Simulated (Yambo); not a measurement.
Consider the following.

```
CELL_PARAMETERS angstrom
      0.00000     2.59155     2.59155
      2.59155     0.00000     2.59155
      2.59155     2.59155     0.00000
ATOMIC_POSITIONS crystal
  Mg 0.00000 0.00000 0.00000
  S  0.50000 0.50000 0.50000
```

Workflow: norm-conserving PBEsol (Quantum ESPRESSO, 84 Ry, without SOC), then G0W0 in Yambo (6×6×6 Γ-centred k mesh, bands 5 to 80 and a 10 Ry block in the screening, 80 bands in G with the Bruneval-Gonze terminator, plasmon pole fitted at 27.2 eV).

Question: Give the PBEsol and G0W0 gaps between the band edges found on this mesh, and say where the edges lie.

Answer: Edges: Γ → X. PBEsol: 2.73 eV; G0W0: 4.54 eV. Nearest settings tried, and what they do to the gap: 49 bands in G: +1 meV; 49 bands in W, 49 bands in G: -33 meV; 8 Ry block (113 vectors against 169): -44 meV. Not varied: mesh. So the settings aren't converged at that level. 

Geometry relaxed with PBEsol.
